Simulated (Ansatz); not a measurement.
SiW (rock salt, Fm-3m), PBE in the plane-wave PAW code Ansatz, all energies at zero smearing, with the estimated change up to a 700 eV cutoff added, with one set of potentials and settings (totals compare only within such a set). Cell of 2 atoms (1 Si, 1 W): -11019.472 eV.

```
element             reference phase  E (eV/atom)
-------  --------------------------  -----------
Si       Fd-3m, 2 atoms in the cell    -635.8096
W        Im-3m, 1 atoms in the cell  -10384.8193
```

Formation energy per atom, worked out: (-11019.472 − 1×(-635.8096) − 1×(-10384.8193))/2 = 0.578 eV/atom (56 kJ per mol of atoms), at 0 K, without zero-point energy or fitted corrections.

The cell is a constructed one: a structure type filled with these elements; neither database checked (COD, Materials Project) lists it. Whether it is the stable phase at ambient conditions was not checked. The cell was relaxed with PBE under the symmetry of its start; its stability against distortions is not shown here. No spin polarisation was allowed. The references are the lowest solids computed at this level, not always the standard phases. Spin–orbit coupling is left out wherever it is not named.

Potentials: the later of the program's two PAW sets.
